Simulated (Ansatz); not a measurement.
**TiO₂: gradients before and after relaxing the atoms**

Start: an entry of the Crystallography Open Database (COD).

Space group Pbca (No. 61); a = 5.1450, b = 9.1850, c = 5.4470 Å.

| site | Wyckoff | site symmetry | x | y | z |
| --- | --- | --- | --- | --- | --- |
| Ti | 8c | 1 | 0.1270 | 0.1270 | 0.8870 |
| O9 | 8c | 1 | 0.4650 | 0.2300 | 0.8950 |
| O17 | 8c | 1 | 0.8200 | 0.0100 | 0.8450 |

One atom of each set is listed.

The numbers come from a DFT calculation in Ansatz (PBE, plane waves and PAW (field gradients read without the response of the frozen cores, which leaves them typically 4 to 6 % off), scalar-relativistic, 420 eV cutoff, Γ-centred 5×3×4 k-points, Fermi–Dirac smearing 0.02 eV).

The largest force at the start is 0.82 eV/Å. Relaxing the ions at fixed cell moves them by 0.119 Å at most (atom 1, Ti) and 0.073 Å rms.

```json
{"site": "Ti", "moved (Å)": "0.119", "first shell before": "6 O at 1.92–1.99 Å", "first shell after": "6 O at 1.86–2.07 Å", "V_zz before (10²¹ V/m²)": "1.41", "η before": "0.22"}
{"site": "O9", "moved (Å)": "0.020", "first shell before": "3 Ti at 1.96–1.99 Å", "first shell after": "3 Ti at 1.92–2.07 Å", "V_zz before (10²¹ V/m²)": "2.48", "η before": "0.74"}
{"site": "O17", "moved (Å)": "0.037", "first shell before": "3 Ti at 1.92–1.95 Å", "first shell after": "3 Ti at 1.86–2.01 Å", "V_zz before (10²¹ V/m²)": "2.19", "η before": "0.48"}
```

Task: How do the gradients change?

Result: 

```json
{"site": "Ti", "V_zz after": "2.00", "η after": "0.85", "change of V_zz": "–"}
{"site": "O9", "V_zz after": "-2.48", "η after": "0.83", "change of V_zz": "–"}
{"site": "O17", "V_zz after": "2.07", "η after": "0.87", "change of V_zz": "-0.12"}
```

The largest change of V_zz along a kept axis is on O17, from 2.19 to 2.07. The whole tensor moves most on Ti, by 2.15 along its most changed direction. In per cent, |V_zz| changes by -5 on O (all sites that start above 0.5, bar those whose gradient vanishes or changes sign or whose main axis turns by over 40°). Where |V_zz| stays above 0.1 and the axes keep their order, η moves most on O17, from 0.48 to 0.87. On O9, Ti the largest principal value lies along another axis in the second run, so the two V_zz can't be compared directly.

Before: At this cell the PBE pressure is 5 GPa, so with PBE the cell would grow if it were relaxed.
After: At this cell the principal stresses reach 5 GPa in size with PBE, which can matter for small gradients.
